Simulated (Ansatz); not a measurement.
# SnRu3C, first-principles data

SnRu$_{3}$C:
```cif
data_CRu3Sn
_chemical_formula_sum 'Sn1 Ru3 C1'
_space_group_name_H-M_alt 'Pm-3m'
_space_group_IT_number 221
_space_group_name_Hall '-P 4 2 3'
_cell_length_a 4.06751
_cell_length_b 4.06751
_cell_length_c 4.06751
_cell_angle_alpha 90.000
_cell_angle_beta 90.000
_cell_angle_gamma 90.000
loop_
_atom_site_label
_atom_site_type_symbol
_atom_site_symmetry_multiplicity
_atom_site_Wyckoff_symbol
_atom_site_fract_x
_atom_site_fract_y
_atom_site_fract_z
_atom_site_occupancy
Sn1 Sn 1 a 0.00000 0.00000 0.00000 1
Ru1 Ru 3 c 0.00000 0.50000 0.50000 1
C1 C 1 b 0.50000 0.50000 0.50000 1
```

Space group Pm-3m (No. 221), anti-perovskite; conventional cell a = 4.068 Å, b = 4.068 Å, c = 4.068 Å, α = 90.00°, β = 90.00°, γ = 90.00°.

Method: r²SCAN in the plane-wave PAW code Ansatz. Structure relaxed to zero pressure with the same functional. Other levels are named where they apply.

### Cell and energy

* **Volume per atom**: 13.46 Å³
* **Density**: 10.71 g/cm³
* **Formation energy from the elements (no fitted shifts)**: 0.053 eV/atom

### Electronic structure

* **Electronic character**: metallic (no gap)
* **Density of states at the Fermi level**: 0.26 states/eV per atom (mean over ±0.08 eV)
* **Gap with spin–orbit coupling**: none (metallic)

### Mechanics

- Bulk modulus (Birch–Murnaghan fit): 264 GPa
- Pressure derivative B′: 4.8
- Elastic constants (relaxed ions, GPa): C11 = 505, C12 = 144, C44 = 125
- Mechanical stability: stable (all eigenvalues of C positive)
- Hill bulk and shear moduli: 264 and 145 GPa
- Young's modulus: 368 GPa
- Poisson's ratio: 0.27
- Debye temperature from the elastic constants: 512 K

The start of the workflow was typed in or built on a structure type; neither database checked (COD, Materials Project) lists it. Whether it is the stable phase at ambient conditions was not checked. Symmetry was held in the r²SCAN relaxation; whether a distortion lowers the energy is not shown. The run is not spin-polarised. As this level gives no gap, shear constants depend on the k-mesh and smearing (Fermi–Dirac, 0.1 eV here). The references are the lowest solids computed at this level, not always the standard phases. Spin–orbit coupling is left out wherever it is not named.

Potentials: the earlier of the program's two PAW sets.
